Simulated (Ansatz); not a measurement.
Nb (bcc (W type), space group No. 229) at seven volumes, DFT-r²SCAN in the program Ansatz with PAW potentials, scaled uniformly. One row is withheld.

| V (Å³/atom) | P (GPa) |
|---|---|
| 16.387 | 19.31 |
| 16.927 | 11.93 |
| 17.468 | 5.54 |
| 18.008 | -0.01 |
| 18.548 | -4.83 |
| 19.088 | ? |
| 19.629 | -12.68 |

Fit the shown pressures and predict the withheld one.

P = (3/2)B₀(x^(7/2) − x^(5/2))[1 + (3/4)(B′ − 4)(x − 1)] with x = (V₀/V)^(2/3). Least squares on the six rows gives V₀ = 18.007 Å³/atom, B₀ = 172 GPa, B′ = 3.68. At V = 19.088, x = 0.9619 and P = -9.01 GPa. The run itself gave -9.01 GPa.

Space group Im-3m (bcc (W type)). Symmetry was held in the r²SCAN relaxation. No spin polarisation was allowed.

Potentials: the earlier of the program's two PAW sets.
